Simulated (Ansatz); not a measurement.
Consider a crystal of Si5Br2 in space group P4/mmm (No. 123), with Si on 2f, 2g and 1d; Br on 2h.

The calculation used DFT PBE, scalar-relativistic, plane waves, PAW in Ansatz 0.2.0. Cutoff 420 eV, Γ-centred mesh, Gaussian smearing, no spin polarisation.

Formation energies are uncorrected and refer to the elements' standard structures at the same level. The references include crystalline Br.

**Question.** Predict the relaxed structure.

**Answer.**

Space group P4/mmm (No. 123). a = 3.547 Å, b = 3.547 Å, c = 12.504 Å, α = 90.00°, β = 90.00°, γ = 90.00°
```json
{"atom": "Si", "site": "2f", "symmetry": "mmm.", "x": "0.0000", "y": "0.5000", "z": "0.0000"}
{"atom": "Si", "site": "2g", "symmetry": "4mm", "x": "0.0000", "y": "0.0000", "z": "0.1513"}
{"atom": "Si", "site": "1d", "symmetry": "4/mmm", "x": "0.5000", "y": "0.5000", "z": "0.5000"}
{"atom": "Br", "site": "2h", "symmetry": "4mm", "x": "0.5000", "y": "0.5000", "z": "0.7090"}
```

Si on a site of symmetry mmm has 8 Si at 2.51–2.59 Å; around Si on a site of symmetry 4mm lie 4 Si at 2.59 Å; around Si on a site of symmetry 4/mmm lie 2 Br at 2.61 Å; around Br lie 1 Si at 2.61 Å and 4 Si at 3.06 Å. Another local minimum with the same sites may exist.

**Question.** And its energy and gap?

**Answer.** The formation energy is +0.45 eV/atom and the gap on the 10×10×4 mesh of the 7-atom cell is 0 eV (a metal). It can't be a ground state, since the elements alone are lower.

The last run used Gaussian smearing of 0.10 eV. The reference form of Br is held partly by dispersion forces, which this level lacks. A structure relaxed within its symmetry needn't be a true minimum.
